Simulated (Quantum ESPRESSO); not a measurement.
# Computed records: Si₃BC₃N (made-up cell)

Computed with Quantum ESPRESSO 7.5. Calculation on a made-up crystal cell, not a measurement, run twice, once with a planted mistake found by running each candidate: periodic Kohn-Sham density functional theory in plane waves with PseudoDojo standard norm-conserving scalar-relativistic pseudopotentials, each functional with its own files (v0.5 for PBE, v0.4.1 for LDA and PBEsol), no spin polarisation, no spin-orbit coupling, atoms not relaxed, stress positive in tension, energies less a fixed whole-eV offset for each atom's element; levels are Kohn-Sham levels at fractions of this cell's reciprocal vectors, counted from the reference band (half the neutral cell's valence electrons, rounded up) at Gamma; error bars cover cutoff and k-mesh only, not smearing or the files; a charged cell sits in a uniform background, with energy and stress on this program's zero of potential; each bar is the largest change over components, and at least 0.002 eV, 0.002 eV per angstrom or 0.02 GPa; energies are for the whole cell, and the offsets were chosen from early runs and are not element reference energies; a distance is the largest change of any value in units of its error bar, a scale change is of lengths, and a coarse mesh keeps the half-step shift.

Entry: Si₃BC₃N (made-up cell)

Intended structure:
```
cell vectors (Å)
   3.0580     0.0214     0.0039
   0.0371     5.2681     0.0070
   0.0063     0.0066     4.9137
atoms (fractions of the cell vectors)
B  -0.00179  0.01267 -0.01634
Si  0.50207  0.48837  0.00890
Si  0.50328  0.15317  0.50391
Si  0.00025  0.67783  0.49064
C  -0.02896  0.02694  0.37441
C   0.50761  0.51748  0.35238
N   0.48485  0.17728  0.88041
C   0.03269  0.66870  0.87877
```

- lattice type: wurtzite
- intended functional: pbe
- intended cutoff: 1143 eV
- intended fermi dirac smearing: 0.025 eV
- intended scf tolerance: 1e-07 eV
- intended electrons removed: 0
- healthy free energy less offsets: -3.51 eV
- healthy smearing term minus ts: 0 eV
- healthy scf iterations: 12
- healthy pressure: -4.19 GPa
- healthy stress xx: 4.49 GPa
- healthy stress yy: 13.51 GPa
- healthy stress zz: -5.41 GPa
- healthy stress yz: -4.05 GPa
- healthy stress xz: 1.32 GPa
- healthy stress xy: 7.53 GPa
- healthy reference band: 16
- faulty free energy less offsets: -3.789 eV
- faulty smearing term minus ts: -1.128 eV
- faulty scf iterations: 11
- faulty pressure: -2.94 GPa
- faulty stress xx: 2.7 GPa
- faulty stress yy: 12.29 GPa
- faulty stress zz: -6.17 GPa
- faulty stress yz: -3.94 GPa
- faulty stress xz: 1.38 GPa
- faulty stress xy: 7.47 GPa
- faulty fermi level: 1.064 eV
- faulty reference band: 16
- candidate k points along each vector: 2
- candidate cutoff: 834 eV
- candidate smearing: 0.7 eV
- candidate functional: pbesol
- candidate scf tolerance: 0.2 eV
- candidate electrons removed: -1
- candidate scale change: -1.22 percent
- candidate first exchanged site: 1
- candidate second exchanged site: 8
- intended k mesh: 6 x 4 x 4, shifted by half a step
- structure shown: as intended, without the mistake
- fault kind: wide smearing
- other mistakes run: 7
- distance from healthy: 552.3 error bars
- distance from nearest other mistake: 552.3 error bars
- healthy error bar energy: 0.002042 eV
- healthy error bar stress: 0.08452 GPa
- healthy error bar force: 0.004474 eV/Å
- healthy error bar next band up: 0.002 eV

Atoms:
```
atoms element  atom site  atom energy offset (eV)
            B          1                      -79
           Si          2                     -115
           Si          3                     -115
           Si          4                     -115
            C          5                     -163
            C          6                     -163
            N          7                     -283
            C          8                     -163
```

Healthy forces:
```
site  x (eV/Å)  y (eV/Å)  z (eV/Å)
   1     0.062    -1.502     1.997
   2     1.219      2.77    -3.305
   3    -3.308     3.862     0.072
   4     0.277    -0.156     0.069
   5     3.737    -2.627    -2.436
   6    -0.312    -1.441     4.944
   7     0.246    -2.788    -0.545
   8    -1.922     1.881    -0.797
```

Healthy levels:
```
level k point  next band up (eV)
        Gamma              1.785
(1/2,1/2,1/2)              2.181
   (0.15,0,0)              3.022
   (0,0.15,0)              1.962
   (0,0,0.15)              1.854
```

Faulty forces:
```
site  x (eV/Å)  y (eV/Å)  z (eV/Å)
   1     0.088    -1.292     1.839
   2      1.19     2.364     -3.34
   3    -3.299     3.551      0.33
   4     0.252     0.021     0.177
   5     3.712    -2.535    -2.573
   6    -0.275    -1.328     4.819
   7     0.218    -2.712    -0.519
   8    -1.887     1.931    -0.734
```

Faulty levels:
```
level k point  next band up (eV)
        Gamma              1.962
(1/2,1/2,1/2)              2.281
   (0.15,0,0)              3.167
   (0,0.15,0)              2.135
   (0,0,0.15)              2.029
```

Candidate mistake: coarse kmesh, low cutoff, wide smearing, wrong functional, loose scf, wrong charge, cell scaled, atoms exchanged
